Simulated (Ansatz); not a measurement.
Starting cell, TiN (rock salt):

```xyz
4
Lattice="0.0000 4.2325 4.2325 2.1163 0.0000 2.1163 2.1163 2.1163 0.0000" Properties=species:S:1:pos:R:3 pbc="T T T"
N      0.0000     0.0000     0.0000
N      0.0000     2.1163     2.1163
Ti     2.1163     2.1163     2.1163
Ti     2.1163     4.2325     4.2325
```

In each cell atom 4 (Ti, nearest neighbour N at 2.116 Å; its periodic images, 3.0 Å or more away, move with it) moves by s·(0.000, 0.000, 1.000) (along Cartesian z), the rest being held.

Computed with r2SCAN (plane waves to 500 eV, PAW, scalar-relativistic; Ansatz, an electronic-structure program). k mesh 15×15×15 (Γ-centred), Fermi-Dirac smearing 0.05 eV. Energies are smeared free energies. Left out: 4 of 11 points, with atoms too close for the PAW data. With partly filled bands, energies and forces of such displacements shift with the k mesh and the smearing. TiN is run without spin polarisation. TiN was relaxed with its symmetry unable to fall. The zero of ΔE is the undisplaced structure.

Predict the ΔE (meV/cell) at s (Å) = -0.378, -0.252, -0.126, 0.252, 0.378.


```csv
s (Å),ΔE (meV/cell)
-0.378,1019
-0.252,376
-0.126,80
0.252,376
0.378,1019
```

(A displaced cell: forces are minus the slopes of the energy, force constants its curvatures, and phonons follow from these.)
